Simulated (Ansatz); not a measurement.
Starting cell, Tl (hcp, Mg type):

```
CELL_PARAMETERS angstrom
      7.04140     0.00000     0.00000
     -1.76035     3.04902     0.00000
      0.00000     0.00000     5.60254
ATOMIC_POSITIONS crystal
  Tl 0.16667 0.66667 0.75000
  Tl 0.66667 0.66667 0.75000
  Tl 0.33333 0.33333 0.25000
  Tl 0.83333 0.33333 0.25000
```

In each cell atom 1 (Tl, nearest neighbour Tl at 3.461 Å; its periodic images, 3.5 Å or more away, move with it) moves by s·(0.000, 0.000, 1.000) (along Cartesian z), the rest being held.

All values below come from r2SCAN (plane waves to 500 eV, PAW, scalar-relativistic; Ansatz, a first-principles code). k mesh 6×12×7 (Γ-centred), Fermi-Dirac smearing 0.05 eV. Energies are smeared free energies. With partly filled bands, energies and forces of such displacements shift with the k mesh and the smearing. Spin-orbit coupling is left out, though Tl is heavy. The PAW data are Ansatz's earlier set. Tl was relaxed with its symmetry unable to fall. The zero of ΔE is the undisplaced structure.

**Question.** Estimate the ΔE (meV/cell) for s (Å) = -0.350, -0.280, -0.210, -0.140, -0.070, 0.070, 0.140, 0.280.

**Answer.** 
```csv
s (Å),ΔE (meV/cell)
-0.350,131
-0.280,83
-0.210,47
-0.140,21
-0.070,5
0.070,5
0.140,21
0.280,83
```

(A displaced cell: forces are minus the slopes of the energy, force constants its curvatures, and phonons follow from these.)
